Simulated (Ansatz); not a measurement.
AlNi$_{3}$:
```
AlNi3
1.0
    3.51907     0.00000     0.00000
    0.00000     3.51907     0.00000
    0.00000     0.00000     3.51907
Ni Al
3 1
Direct
  0.00000   0.50000   0.50000
  0.50000   0.50000   0.00000
  0.50000   0.00000   0.50000
  0.00000   0.00000   0.00000
```
Starting moments (μB, in the order of the atoms Ni Ni Ni Al): 0.3 0.3 0.3 0.0.

Relaxed with PBEsol. Special points in fractions of this cell's reciprocal vectors: Γ (0.000, 0.000, 0.000); X (0.000, 0.500, 0.000); M (0.500, 0.500, 0.000); R (0.500, 0.500, 0.500).

**Question.** List the band energies nearest the Fermi level at these points for DFT-PBEsol in the program Ansatz with PAW potentials.

**Answer.** In eV from the Fermi level; about four levels below and three above (degenerate sets whole), none deeper than 8.9 eV; … stands for higher levels left out; points with the same levels are listed once.

```csv
k,below,above
Γ ↑,-0.24 -0.05 -0.05 -0.05,0.82 0.82 0.82
X ↑,-1.21 -1.07 -0.50 -0.04,5.62 5.62 5.67 5.67
M ↑,-1.25 -1.01 -0.98 -0.59,0.90 0.90 8.27 8.27
R ↑,-0.34 -0.23 -0.23 -0.23,3.64 …
Γ ↓,-1.21 -1.21 -1.21 -0.37 -0.37,0.03 0.36 0.36 0.36
X ↓,-0.97 -0.97 -0.84 -0.30,0.36 5.68 5.68
M ↓,-1.12 -0.79 -0.63 -0.46,1.18 1.18 8.31 8.31
R ↓,-1.18 -1.18 -1.18 -0.91 -0.91 -0.35,0.12 0.12 0.12
```

Space group Pm-3m (Cu3Au type). The cell was relaxed with PBEsol under the symmetry of its start. Spin order of the final state: ferromagnetic, the only order run, not a proven ground state.

Potentials: the later of the program's two PAW sets.
